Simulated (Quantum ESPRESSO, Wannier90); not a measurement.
## CaHI (P4/nmm, isolated units), plane waves to Wannier functions

Cell from Materials Project (mp-24204), symmetrised, no further relaxation. Computed values, not measurements, from PBEsol: Quantum ESPRESSO (norm-conserving PseudoDojo potentials, cutoff 58 Ry, no spin polarisation, no spin-orbit coupling) on a Γ-centred 6×6×4 mesh, then Wannier90. Density: 8×8×4 mesh, cold smearing 0.01 Ry. The cell is built of weakly bound layers, chains or molecules, whose nearest atoms lie 4.69 Å apart, far more than in van der Waals crystals (3.2 to 4.2 Å): it describes nearly isolated units, such as a monolayer, not the bulk crystal. Spin-orbit coupling is left out although heavy elements are present.

```
begin unit_cell_cart
ang
    4.0233400000    0.0000000000    0.0000000000
    0.0000000000    4.0233400000    0.0000000000
    0.0000000000    0.0000000000    9.3431300000
end unit_cell_cart
mp_grid = 6 6 4
```

Q: Which shells of neighbouring k-points and which b-vectors and weights does Wannier90 pick for this cell and mesh?

A: 
```
 *---------------------------------- K-MESH ----------------------------------*
 +----------------------------------------------------------------------------+
 |                    Distance to Nearest-Neighbour Shells                    |
 |                    ------------------------------------                    |
 |          Shell             Distance (Ang^-1)          Multiplicity         |
 |          -----             -----------------          ------------         |
 |             1                   0.168123                      2            |
 |             2                   0.260281                      4            |
 |             3                   0.309857                      8            |
 |             4                   0.336246                      2            |
 |             5                   0.368092                      4            |
 |             6                   0.404670                      8            |
 |             7                   0.425215                      8            |
 |             8                   0.498551                      8            |
       ... (lines left out)
 +----------------------------------------------------------------------------+
 | The b-vectors are chosen automatically                                     |
 | The following shells are used:                       1,  2                 |
 +----------------------------------------------------------------------------+
 |                        Shell   # Nearest-Neighbours                        |
 |                        -----   --------------------                        |
 |                          1               2                                 |
 |                          2               4                                 |
 +----------------------------------------------------------------------------+
 | Completeness relation is fully satisfied [Eq. (B1), PRB 56, 12847 (1997)]  |
 +----------------------------------------------------------------------------+
 |                  b_k Vectors (Ang^-1) and Weights (Ang^2)                  |
 |                  ----------------------------------------                  |
 |            No.         b_k(x)      b_k(y)      b_k(z)        w_b           |
 |            ---        --------------------------------     --------        |
 |             1         0.000000    0.000000    0.168123    17.689479        |
 |             2         0.000000    0.000000   -0.168123    17.689479        |
 |             3         0.000000    0.260281    0.000000     7.380508        |
 |             4         0.260281    0.000000    0.000000     7.380508        |
 |             5         0.000000   -0.260281    0.000000     7.380508        |
 |             6        -0.260281    0.000000    0.000000     7.380508        |
```
